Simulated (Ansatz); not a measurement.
## Hf₃ZrS₈: computed properties

Method: Ansatz 0.2.0, DFT PBE, scalar-relativistic, plane waves, PAW.

Cutoff 420 eV; k points 4×4×4 on the computed 12-atom cell (Γ-centred); Gaussian smearing, width 0.02 eV; no spin polarisation.

The structure is relaxed at this level of theory with its symmetry kept, and needn't be the ground state of this composition.

```
CELL_PARAMETERS angstrom
6.33844 0.00000 0.00019
0.00000 7.32180 0.00000
-0.00119 0.00000 6.81239
ATOMIC_POSITIONS crystal
Zr 0.50000 0.00000 0.00000
Hf 0.00000 0.74966 0.00000
Hf 0.50000 0.50000 0.00000
Hf 0.00000 0.25034 0.00000
S 0.66780 0.74826 0.21247
S 0.16700 0.50000 0.21204
S 0.66780 0.25174 0.21247
S 0.16409 0.00000 0.21244
S 0.83591 0.00000 0.78756
S 0.33220 0.74826 0.78753
S 0.83300 0.50000 0.78796
S 0.33220 0.25174 0.78753
```

| Item | Value |
| --- | --- |
| Space group | P2/m (No. 10) |
| Volume per atom | 26.35 Å³ |
| Formation energy from the elements' standard states (uncorrected) | -1.574 eV/atom |
| Kohn–Sham band gap | 1.19 eV |
| Orbital (Löwdin) character of the top 1 eV of the valence band | S 3p 91 % |
| Orbital (Löwdin) character of the lowest 1 eV of the conduction band | Hf 5d 44 %, Zr 4d 31 %, S 3p 18 % |

Spin-orbit coupling is left out, which matters for the bands of heavy elements. The cell holds layers, chains or molecules and no dispersion correction was added, so their binding is poorly described.

The cell was found from a structure generator's guess, not taken from experiment. Kohn–Sham gaps at this level usually fall short of measured ones. Löwdin shares on free-atom orbitals overweight diffuse shells in the empty bands.
